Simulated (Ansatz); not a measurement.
Relaxed Ca (fcc, Cu type):

```xyz
2
Lattice="0.0000 5.5264 5.5264 2.7632 0.0000 2.7632 2.7632 2.7632 0.0000" Properties=species:S:1:pos:R:3 pbc="T T T"
Ca     0.0000     0.0000     0.0000
Ca     2.7632     2.7632     5.5264
```

The atoms are displaced by Q × the pattern below (from a DFPT mode at L = (0.5, 0.0, 0.0), largest move 1; Q in Å), at fixed cell. (q is in reciprocal vectors of the primitive cell; the cell shown is doubled to hold the pattern.)

| atom | x | y | z |
|---|---|---|---|
| Ca1 | -0.577 | 0.577 | 0.577 |
| Ca2 | 0.577 | -0.577 | -0.577 |

Method: PBE (plane waves to 420 eV, PAW, scalar-relativistic; Ansatz, a quantum-chemistry and plane-wave program). k mesh 15×15×15 (Γ-centred), Fermi-Dirac smearing 0.05 eV. Energies are smeared free energies. With partly filled bands, energies and forces of such displacements shift with the k mesh and the smearing. Ca was relaxed with its symmetry unable to fall. The PAW data are Ansatz's earlier set. ΔE is measured from the undisplaced structure. The last digit holds for this mesh only.

| Q (Å) | ΔE (meV/cell) |
|---|---|
| -0.180 | 115.7 |
| -0.150 | withheld |
| -0.120 | 50.8 |
| -0.090 | 28.5 |
| -0.060 | 12.6 |
| -0.030 | 3.1 |
| 0.000 | 0.0 |
| 0.030 | 3.1 |
| 0.060 | 12.6 |
| 0.090 | 28.5 |
| 0.120 | 50.8 |
| 0.150 | withheld |
| 0.180 | 115.7 |

Problem. Fit an even polynomial form (powers 2, 4) to the given rows and predict ΔE at Q = -0.150.

Solution. Least squares on the 11 given rows: ΔE = (3495)·Q² + (2336)·Q⁴, in meV/cell with Q in Å; root-mean-square residual 0.03 meV/cell. At -0.150 the fit gives 79.8 meV/cell; the calculation gives 79.8 meV/cell, the same to the digits shown. The quadratic term alone would give 78.6 meV/cell.

(For displaced atoms, the force is minus the slope of the energy, and its curvature is a force constant, which sets phonon frequencies.)
